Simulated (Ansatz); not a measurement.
**Profile along the Mg–H line in MgH2 (rutile)**

MgH2 (rutile)

```cif
data_H4Mg2
_chemical_formula_sum 'Mg2 H4'
_space_group_name_H-M_alt 'P42/mnm'
_space_group_IT_number 136
_space_group_name_Hall '-P 4n 2n'
_cell_length_a 4.48439
_cell_length_b 4.48439
_cell_length_c 2.99668
_cell_angle_alpha 90.000
_cell_angle_beta 90.000
_cell_angle_gamma 90.000
loop_
_atom_site_label
_atom_site_type_symbol
_atom_site_symmetry_multiplicity
_atom_site_Wyckoff_symbol
_atom_site_fract_x
_atom_site_fract_y
_atom_site_fract_z
_atom_site_occupancy
Mg1 Mg 2 a 0.00000 0.00000 0.00000 1
H1 H 4 f 0.30469 0.30469 0.00000 1
```

Fields along a shortest Mg–H line of a (-1 1 0) plane (1.93 Å), from Mg to H, interpolated on the slice's grid (step about 0.2 Å). Calculation: r2SCAN (plane waves to 500 eV, PAW, scalar-relativistic; Ansatz, a program for electronic structure). k mesh 8×8×11. These are valence fields of a PAW run, semicore shells included where kept as valence: close to a nucleus they are smooth pseudo fields. MgH2 was relaxed with its symmetry unable to fall.

| distance from Mg (Å) | valence electron density (e/Å³) | electron localisation function |
|---|---|---|
| 0.00 | 31.51 | x |
| 0.10 | 29.47 | x |
| 0.19 | 24.05 | x |
| 0.29 | 17.00 | x |
| 0.39 | 10.19 | x |
| 0.48 | 5.08 | 0.42 |
| 0.58 | 2.11 | 0.37 |
| 0.68 | 0.76 | 0.25 |
| 0.77 | 0.32 | 0.10 |
| 0.87 | 0.20 | 0.06 |
| 0.96 | 0.19 | 0.07 |
| 1.06 | 0.22 | 0.38 |
| 1.16 | 0.26 | 0.77 |
| 1.25 | 0.33 | 0.98 |
| 1.35 | 0.43 | 1.00 |
| 1.45 | 0.57 | 0.99 |
| 1.54 | 0.76 | x |
| 1.64 | 1.06 | x |
| 1.74 | 1.46 | x |
| 1.83 | 1.86 | x |
| 1.93 | 2.01 | x |

x: too close to a nucleus for the ELF to mean much.

Density on the Mg–H line (1.93 Å) at its density minimum, 0.9 Å from Mg: 0.19 e/Å³. ELF at that point: 0.1. Character of the Mg–H contact (rough rule: ELF there above 0.7 covalent, below 0.2 ionic, polar between): closed-shell (ionic).
